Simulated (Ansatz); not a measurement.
Geometry optimisation in Ansatz: input, command and trajectory.

```yaml
crystal:
  lattice:
    - [-3.1993328457, 3.1993328457, 2.5485387867]
    - [3.1993328457, -3.1993328457, 2.5485387867]
    - [3.1993328457, 3.1993328457, -2.5485387867]
  atoms:
    - { symbol: Hf, position: [0.1535895956, 0.6535895956, 0.8071791911] }
    - { symbol: Hf, position: [0.6535895956, 0.8464104044, 0.5] }
    - { symbol: Hf, position: [0.8464104044, 0.3464104044, 0.1928208089] }
    - { symbol: Hf, position: [0.3464104044, 0.1535895956, 0.5] }
    - { symbol: Ga, position: [0.75, 0.75, 0.0] }
    - { symbol: Ga, position: [0.25, 0.25, 0.0] }
basis:
  ecutwfc: 420
kpoints:
  mp_grid: { grid: [8, 8, 8] }
hamiltonian:
  xc: pbesol
scf:
  occupations: { method: gaussian, width: 0.1 }
output:
  forces: true
  stress: true
  eigenvalues: true
relax:
  adjacent_minimum: "off"
  f_tol: 0.01
  max_steps: 30
  cell: { stress_tol: 0.1, fix: [volume] }
```

```bash
ansatz run input.yaml --threads 1 --pin off --max-ram 2560MiB --backend cpu --events-out ev --progress --plain --runs-dir out
```

Level of theory: Ansatz 0.2.0, DFT PBEsol, scalar-relativistic, plane waves, PAW.

The volume is held at 0.91 times that of the relaxed cell.

Of 4 frames 3 are shown, positions in Å and forces in eV/Å; the SCF threshold varies from step to step. Steps run on the plane waves of an earlier cell, with a Pulay correction in the pressure. The basis is chosen afresh for the last frame, the zero of the energies, and at times for earlier ones too; energy and pressure can step there, also at an unchanged geometry. Where two frames share a geometry here, they differ by under 2 meV/atom and 0.3 GPa. The mark taken_back stands on steps that the optimiser undid.

```xyz
6
Lattice="-3.1993 3.1993 2.5485 3.1993 -3.1993 2.5485 3.1993 3.1993 -2.5485" Properties=species:S:1:pos:R:3:forces:R:3 pbc="T T T" step=1 free_energy_over_end_meV_per_atom=0.11 pressure_GPa=14.30
Hf    4.1821    0.9828    0.0000   -0.0456   -0.0456    0.0000
Hf    2.2166    0.9828    2.5485    0.0456   -0.0456    0.0000
Hf   -0.9828    2.2166    2.5485    0.0456    0.0456    0.0000
Hf    0.9828    2.2166    0.0000   -0.0456    0.0456    0.0000
Ga    0.0000    0.0000    3.8228    0.0000    0.0000    0.0000
Ga    0.0000    0.0000    1.2743    0.0000    0.0000    0.0000
6
Lattice="-3.1966 3.1966 2.5530 3.1966 -3.1966 2.5530 3.1966 3.1966 -2.5530" Properties=species:S:1:pos:R:3:forces:R:3 pbc="T T T" step=2 free_energy_over_end_meV_per_atom=0.56 pressure_GPa=14.13 taken_back
Hf    4.1691    0.9726    0.0000    0.1221    0.1221    0.0000
Hf    2.2240    0.9726    2.5530   -0.1221    0.1221    0.0000
Hf   -0.9726    2.2240    2.5530   -0.1221   -0.1221    0.0000
Hf    0.9726    2.2240    0.0000    0.1221   -0.1221    0.0000
Ga    0.0000    0.0000    3.8295    0.0000    0.0000    0.0000
Ga    0.0000    0.0000    1.2765    0.0000    0.0000    0.0000
6
Lattice="-3.1968 3.1968 2.5526 3.1968 -3.1968 2.5526 3.1968 3.1968 -2.5526" Properties=species:S:1:pos:R:3:forces:R:3 pbc="T T T" step=4 free_energy_over_end_meV_per_atom=0.00 pressure_GPa=14.24
Hf    4.1764    0.9797    0.0000   -0.0018   -0.0018    0.0000
Hf    2.2171    0.9797    2.5526    0.0018   -0.0018    0.0000
Hf   -0.9797    2.2171    2.5526    0.0018    0.0018    0.0000
Hf    0.9797    2.2171    0.0000   -0.0018    0.0018    0.0000
Ga    0.0000    0.0000    3.8290    0.0000    0.0000    0.0000
Ga    0.0000    0.0000    1.2763    0.0000    0.0000    0.0000
```

The run took 120 s on 1 thread of Arm Neoverse V2, with other jobs on the host, peak memory 0.64 GiB.

Spin–orbit coupling is left out, which can shift energies with elements as heavy as these.